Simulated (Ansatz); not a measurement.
Relaxed InAs (zinc blende):

```xyz
4
Lattice="0.0000 6.1863 6.1863 3.0932 0.0000 3.0932 3.0932 3.0932 0.0000" Properties=species:S:1:pos:R:3 pbc="T T T"
As     4.6397     4.6397     4.6397
As     4.6397     7.7329     7.7329
In     0.0000     0.0000     0.0000
In     0.0000     3.0932     3.0932
```

In this cell atom 3 (In, nearest neighbour As at 2.679 Å; its periodic images, 4.4 Å or more away, move with it) is moved by s along Cartesian x, unit vector (1.000, 0.000, 0.000); all other atoms and the cell stay fixed.

Level of theory: PBE (plane waves to 420 eV, PAW, scalar-relativistic; Ansatz, a quantum-chemistry and plane-wave program). k mesh 4×8×8 (Γ-centred), Fermi-Dirac smearing 0.05 eV. Energies are smeared free energies. With partly filled bands, energies and forces of such displacements shift with the k mesh and the smearing. At this level the bands of InAs touch or barely overlap; measurements give the solid a gap. InAs was relaxed with its symmetry unable to fall. The zero of ΔE is the undisplaced structure. The last digit holds for this mesh only.

```csv
s (Å),ΔE (meV/cell)
-0.270,247.5
-0.216,159.5
-0.162,90.2
-0.108,40.2
-0.054,10.1
0.000,0.0
0.054,10.1
0.108,40.5
0.162,91.0
0.216,161.2
0.270,withheld
```

Task: Fit a polynomial form (powers 2, 3, 4) to the given rows and predict ΔE at s = 0.270.

Result: Least squares on the 10 given rows: ΔE = (3470)·s² + (86.31)·s³ + (-707.4)·s⁴, in meV/cell with s in Å; root-mean-square residual 0.03 meV/cell. At 0.270 the fit gives 250.9 meV/cell; the calculation gives 250.3 meV/cell, so the extrapolation is off by 0.6 (+0.2 %). The quadratic term alone would give 253.0 meV/cell.

(For displaced atoms, the force is minus the slope of the energy, and its curvature is a force constant, which sets phonon frequencies.)
